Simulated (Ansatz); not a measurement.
**Ansatz run on CoO**

System: CoO, 4 atoms in the cell.

Ansatz input (lattice in Å, positions in fractions of it)
```yaml
crystal:
  lattice:
    - [4.26, 2.13, 2.13]
    - [2.13, 4.26, 2.13]
    - [2.13, 2.13, 4.26]
  atoms:
    - { symbol: Co, position: [0, 0, 0], spin: 3 }
    - { symbol: Co, position: [0.5, 0.5, 0.5], spin: -3 }
    - { symbol: O, position: [0.25, 0.25, 0.25] }
    - { symbol: O, position: [0.75, 0.75, 0.75] }
kpoints:
  mp_grid: { grid: [4, 4, 4] }
hamiltonian:
  xc: pbe
  pseudopotentials: { kind: paw, source: ansatz }
scf:
  occupations: { method: fermi_dirac, width: 0.05 }
  convergence: { dr2_threshold: "1e-9 eV" }
  max_iter: 300
output:
  forces: true
  stress: true
  eigenvalues: true
magnetization:
  spin_polarized: true
```

Theory: PBE, plane waves, PAW datasets (earlier set, tuned by hand) (Ansatz 0.2.0 development build).

Output, in brief

```
Plane-wave cutoff used : 930 eV
Pressure               : -3.08 GPa
Smearing term TS       : 7.9 meV/atom
Net moment             : 0.00 μB
Valence electrons      : 46
Irreducible k-points   : 13
CPU time               : roughly 12 core-seconds on a shared host
```

Stress tensor in GPa, compression positive:
```
-3.08  2.21  2.21
 2.21 -3.08  2.21
 2.21  2.21 -3.08
```

The stress includes the program's correction for the finite plane-wave basis.

The k-mesh is coarse, so these values belong to this mesh and can lie far from the converged ones. One magnetic order was tried; another may lie lower.
